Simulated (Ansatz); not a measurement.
Given:

MgO:
```
CELL_PARAMETERS angstrom
      3.27193     0.00000     0.00000
     -1.63597     2.83358     0.00000
      0.00000     0.00000     4.91885
ATOMIC_POSITIONS crystal
  Mg 0.33333 0.66667 0.00192
  Mg 0.66667 0.33333 0.50192
  O  0.33333 0.66667 0.40268
  O  0.66667 0.33333 0.90268
```

This is the LDA-relaxed structure. Tensor components refer to the Cartesian frame of this cell.

**Question.** All from plane-wave PAW LDA (Ansatz code), unless another level is named. Estimate the Poisson's ratio.

**Answer.** 0.35.

**Question.** Predict the vibrational entropy at 300 K.

**Answer.** 14.9 J/(K·mol of atoms).

**Question.** And the piezoelectric stress constants (proper, relaxed ions, C/m²)?

**Answer.** e15 = e24 = -0.37, e31 = e32 = -0.78, e33 = 2.29.

Space group P6_3mc (wurtzite). The workflow started from a Materials Project entry (that database holds measured and hypothetical structures alike); the Crystallography Open Database copy checked does not list it. It is not the phase usual at ambient conditions (space group No. 225). The LDA relaxation kept the symmetry of its start; phonons on a q-mesh show no instability.

Potentials: the earlier of the program's two PAW sets.
